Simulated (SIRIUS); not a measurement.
Worked example: self-consistent single point of Cd2SeS (P3m1, 8 atoms in the cell; from Materials Project mp-1226934, changed as shown) in SIRIUS.

Level of theory: LDA (PW92), GBRV LDA ultrasoft pseudopotentials (plane waves; SIRIUS).

The change in words: lattice scaled by 0.98. Reference geometry (P3m1):
```xyz
8
Lattice="4.2976 0.0000 0.0000 0.0000 7.4437 0.0000 0.0000 0.0000 7.0079" Properties=species:S:1:pos:R:3 pbc="T T T"
Cd     0.0000     0.0000     3.4355
Cd     0.0000     2.4812     0.0676
Cd     2.1488     3.7219     3.4355
Cd     2.1488     6.2031     0.0676
Se     0.0000     2.4812     4.3852
Se     2.1488     6.2031     4.3852
S      0.0000     0.0000     0.8576
S      2.1488     3.7219     0.8576
```

Reference input (self-consistent single point, DFT, LDA (PW92), plane waves, GBRV LDA ultrasoft pseudopotentials): parameters.ngridk = 4 2 2; parameters.xc_functionals = [XC_LDA_X, XC_LDA_C_PW]; parameters.gk_cutoff = 6.325 1/bohr; parameters.pw_cutoff = 14.143 1/bohr; parameters.smearing = fermi_dirac; parameters.smearing_width = 0.000734986 Ha; potentials = GBRV LDA ultrasoft pseudopotentials; parameters.electronic_structure_method = pseudopotential; parameters.num_bands = 43; parameters.num_mag_dims = 0; parameters.num_dft_iter = 100; parameters.energy_tol = 1e-07 Ha. This run's input differs from it in these lines:

```diff
@@ -32,5 +32,5 @@
     "lattice_vectors": [
-      [8.1213814795, 0.0, 0.0],
-      [0.0, 14.0666450607, 0.0],
-      [0.0, 0.0, 13.242955017]
+      [7.9589538499, 0.0, 0.0],
+      [0.0, 13.7853120839, 0.0],
+      [0.0, 0.0, 12.9780966725]
     ],
@@ -45,14 +45,14 @@
       "Cd": [
-        [0.0, 0.0, 3.4354681101],
-        [0.0, 2.4812468521, 0.0675558668],
-        [2.148825, 3.721874, 3.4354681101],
-        [2.148825, 6.2031208521, 0.0675558668]
+        [0.0, 0.0, 3.366758944],
+        [0.0, 2.4316219017, 0.0662047533],
+        [2.1058485, 3.6474365, 3.366758944],
+        [2.1058485, 6.0790584017, 0.0662047533]
       ],
       "Se": [
-        [0.0, 2.4812468521, 4.3851746525],
-        [2.148825, 6.2031208521, 4.3851746525]
+        [0.0, 2.4316219017, 4.2974714098],
+        [2.1058485, 6.0790584017, 4.2974714098]
       ],
       "S": [
-        [0.0, 0.0, 0.8576231306],
-        [2.148825, 3.721874, 0.8576231306]
+        [0.0, 0.0, 0.8404707169],
+        [2.1058485, 3.6474365, 0.8404707169]
       ]
```

Output (repeated stretches shortened):

```
[find] density tolerance         : 1e-06
[find] total energy tolerance    : 1e-07
[find] iter_solver_tol (initial) : 0.01
[find] iter_solver_tol (target)  : 1e-13
[find] num_dft_iter              : 100
Charges and magnetic moments
--------------------------------------------------------------------------------
total charge          : 72.000000
[find] | SCF iteration   0 out of 100|
[diagonalize] iterative solver tolerance (occupied, empty): 0.01 0.01
[diagonalize] average number of iterations: 2
[find] Charges and magnetic moments
[find] total charge          : 72.000000
[find] Energy
[find] smearing (-TS)                 :      -0.00000000
   [... lines left out ...]

[find] Charges and magnetic moments
[find] total charge          : 72.000000
[find] Energy
[find] smearing (-TS)                 :      -0.00000001
[find] Total energy                   :    -296.51485556 (Ha),    -593.02971111 (Ry)
[find] Free energy (E-TS)             :    -296.51485557 (Ha),    -593.02971114 (Ry)
[find] band gap (eV)                  :       0.50666802
[find] Efermi                         :       0.20481320
[find] iteration : 30, RMS (target) : 4.2609e-07 (1.0000e-06) , energy difference (target) : -3.5266e-10 (1.0000e-07)
[find] bands are converged : true
[find] iterative solver converged : false
[find] converged after 31 SCF iterations!
[find] Charges and magnetic moments
[find] total charge          : 72.000000
[find] Energy
[find] smearing (-TS)                 :      -0.00000001
[find] Total energy                   :    -296.51485556 (Ha),    -593.02971111 (Ry)
[find] Free energy (E-TS)             :    -296.51485557 (Ha),    -593.02971114 (Ry)
[find] band gap (eV)                  :       0.50666802
[find] Efermi                         :       0.20481320
[ground_state] === stress tensor components [kbar] ===
[ground_state] === stress_total ===
[ground_state]    18.611418    0.000000    0.000000
[ground_state]     0.000000   20.766891    0.055020
[ground_state]     0.000000    0.055020   20.862702
[ground_state] ==== total Forces in Ha/bohr =====
   [... lines left out ...]
[ground_state] atom:    3, force:       0.0000000     -0.0001681      0.0004066
[ground_state] atom:    4, force:       0.0000000     -0.0002038      0.0008800
[ground_state] atom:    5, force:       0.0000000     -0.0002038      0.0008800
[ground_state] atom:    6, force:       0.0000000      0.0001379     -0.0002999
[ground_state] atom:    7, force:       0.0000000      0.0001379     -0.0002999
```

The run converged in 31 iterations. SIRIUS prints the stress tensor with tension positive. Against the reference run the free energy goes down by 33.8 meV/atom, the pressure goes from -4.82 to -2.01 GPa, the largest force goes from 0.027 to 0.052 eV/Å and the gap on the mesh goes from 0.377 to 0.507 eV.

The structure comes from a collection of computed structures, made at another level of theory; the collection holds predicted forms beside known ones.

Cost on one core: around 90 core-seconds (rough).

The gap that the log prints is read on the run's mesh, which can miss the band edges or a crossing.
